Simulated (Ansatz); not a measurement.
Si3N4: from a starting cell to a relaxed one

The start is a generated cell, Si3N4 placed in the AFLOW prototype A4B3_cI14_229_c_b (as in Pt3O4). A full variable-cell relaxation at zero pressure is run with r2SCAN (plane waves to 500 eV, PAW, scalar-relativistic; Ansatz, an electronic-structure program).

Ansatz input (later rounds restart from its end on a renewed k-mesh):
Ansatz 0.2 input:
```yaml
crystal:
  lattice:
    - [-2.4849448, 2.4849448, 2.4849448]
    - [2.4849448, -2.4849448, 2.4849448]
    - [2.4849448, 2.4849448, -2.4849448]
  atoms:
    - { symbol: N, position: [0.5, 0.5, 0.5] }
    - { symbol: N, position: [0.5, 0, 0] }
    - { symbol: N, position: [0, 0.5, 0] }
    - { symbol: N, position: [0, 0, 0.5] }
    - { symbol: Si, position: [0, 0.5, 0.5] }
    - { symbol: Si, position: [0.5, 0.5, 0] }
    - { symbol: Si, position: [0.5, 0, 0.5] }
basis: { ecutwfc: 500, ecutrho_ratio: 4, xc_grid: 4, fft_grid_basis: typed }
kpoints: { mp_grid: { grid: [9, 9, 9] } }
hamiltonian:
  xc: r2scan
  dispersion: none
  pseudopotentials: { kind: paw }
scf: { occupations: { method: fermi_dirac, width: 0.05 } }
relax: { f_tol: 0.01, max_steps: 100, cell: { stress_tol: 0.02 } }
output: { forces: true, stress: true }
```

How large is the pressure on the unrelaxed cell, and of which sign?

-3.2 GPa (negative: the cell is under tension).

How much energy is released per atom?

Under 0.01 eV/atom.

How does the volume per atom move from start to end?

-1.6 %, from 8.77 to 8.63 Å³/atom.

How do the shortest distances between atoms change?

The closest pairs of elements (up to four, under 3.6 Å), start → end: N–Si 2.15 → 2.14 Å; N–N 2.48 → 2.47 Å; Si–Si 2.48 → 2.47 Å.

What band gap does the relaxed structure have at this level?

No gap (metallic).

What does it relax into? Give the structure.


```cif
data_N8Si6
_chemical_formula_sum 'N8 Si6'
_space_group_name_H-M_alt 'Im-3m'
_space_group_IT_number 229
_space_group_name_Hall '-I 4 2 3'
_cell_length_a 4.94346
_cell_length_b 4.94346
_cell_length_c 4.94346
_cell_angle_alpha 90.000
_cell_angle_beta 90.000
_cell_angle_gamma 90.000
loop_
_atom_site_label
_atom_site_type_symbol
_atom_site_symmetry_multiplicity
_atom_site_Wyckoff_symbol
_atom_site_fract_x
_atom_site_fract_y
_atom_site_fract_z
_atom_site_occupancy
N1 N 8 c 0.25000 0.25000 0.25000 1
Si1 Si 6 b 0.00000 0.00000 0.50000 1
```
(The calculation used a cell of 7 atoms; values per cell refer to that cell.)

The space group stays Im-3m (No. 229) (the run could not lower it); the end is AFLOW prototype A4B3_cI14_229_c_b (as in Pt3O4), with 7 atoms in the primitive cell. Final values are on a 13×13×13 k-mesh of the relaxed cell. No spin polarisation in the result.

The run could not lose the symmetry of its start: the end is stationary, and may be a saddle point rather than a minimum.

All atoms sit on sites fixed by symmetry, so only the cell could relax.

The relaxed structure here is a generated cell of Si3N4: the first start was made by placing the elements on the sites of a structure type, and the end was not matched to a known phase here, so it may be hypothetical. Known forms of Si3N4 include space group No. 176.
